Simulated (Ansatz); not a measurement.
CsPbCl3:
```
CsPbCl3
1.0
    5.73310     0.00000     0.00000
    0.00000     5.73310     0.00000
    0.00000     0.00000     5.73310
Pb Cl Cs
1 3 1
Direct
  0.50000   0.50000   0.50000
  0.00000   0.50000   0.50000
  0.50000   0.00000   0.50000
  0.50000   0.50000   0.00000
  0.00000   0.00000   0.00000
```

Tensor components refer to the Cartesian frame of this cell.

Q: Give the high-frequency dielectric tensor and the Born effective charge tensors of the independent atoms from DFPT, the program Ansatz at the PBE level (PAW).

A: 
ε∞:
```
3.70  0.00  0.00
0.00  3.70  0.00
0.00  0.00  3.70
```
Z* of atom 1 (Pb), rows: field, columns: displacement, in e:
```
3.87  0.00  0.00
0.00  3.87  0.00
0.00  0.00  3.87
```
Z* of atom 2 (Cl), rows: field, columns: displacement, in e:
```
-3.69   0.00   0.00
 0.00  -0.74   0.00
 0.00   0.00  -0.74
```
Z* of atom 5 (Cs), rows: field, columns: displacement, in e:
```
1.31  0.00  0.00
0.00  1.31  0.00
0.00  0.00  1.31
```

Static charges for comparison (Bader): Pb1 +1.27, Cl2 -0.72, Cs5 +0.90 e. Born charges measure polarisation by displacement and can exceed these by far.

Space group Pm-3m (cubic perovskite). This is a known high-temperature phase of the composition, computed here at zero pressure and temperature. The cell was relaxed with PBE under the symmetry of its start; phonons on a q-mesh show weakly imaginary modes. Scalar-relativistic: spin–orbit coupling is off unless named, which matters more the heavier the elements.

Potentials: the later of the program's two PAW sets.
